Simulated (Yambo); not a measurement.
G0W0@LDA for Na$_{3}$MoO$_{3}$F$_{3}$ (space group R3, No. 146) in Yambo. Reference settings: 2×2×2 Γ-centred k mesh, bands 5 to 203 and a 7 Ry block in the screening, 203 bands in G with the Bruneval-Gonze terminator, plasmon pole fitted at 27.2 eV. The LDA gap L → Z on this mesh is 4.03 eV; G0W0 gaps are taken between the same points.

```json
[
 {"change from the reference": "reference settings", "G0W0 gap L → Z (eV)": "7.19", "shift of the valence edge (eV)": "-1.18"},
 {"change from the reference": "wavefunctions cut at 50 Ry", "G0W0 gap L → Z (eV)": "7.19", "shift of the valence edge (eV)": "-1.18"},
 {"change from the reference": "88 bands in W, 88 bands in G, 3 Ry block", "G0W0 gap L → Z (eV)": "7.56", "shift of the valence edge (eV)": "-1.18"},
 {"change from the reference": "121 bands in W, 121 bands in G", "G0W0 gap L → Z (eV)": "7.27", "shift of the valence edge (eV)": "-1.10"},
 {"change from the reference": "161 bands in W, 161 bands in G, 2 Ry block", "G0W0 gap L → Z (eV)": "7.49", "shift of the valence edge (eV)": "-1.28"},
 {"change from the reference": "161 bands in W, 161 bands in G, 4 Ry block", "G0W0 gap L → Z (eV)": "7.26", "shift of the valence edge (eV)": "-1.13"},
 {"change from the reference": "121 bands in W, 121 bands in G, 3 Ry block", "G0W0 gap L → Z (eV)": "(withheld)", "shift of the valence edge (eV)": "-1.20"},
 {"change from the reference": "exchange cut at 10 Ry", "G0W0 gap L → Z (eV)": "7.34", "shift of the valence edge (eV)": "0.07"}
]
```

**Question.** Estimate the withheld gaps from the other rows; the computed values follow.

**Answer.** 
- 121 bands in W, 121 bands in G, 3 Ry block, G0W0 gap L → Z (eV): 7.47

The reference isn't shown to be the converged limit.

Spin-orbit coupling is not included.

Geometry of the Materials Project entry, not relaxed at this level; primitive cell a = 5.8061 Å, b = 5.8061 Å, c = 5.8061 Å, α = 57.29°, β = 57.29°, γ = 57.29°.

A shift is the quasiparticle energy of the state minus its LDA energy.
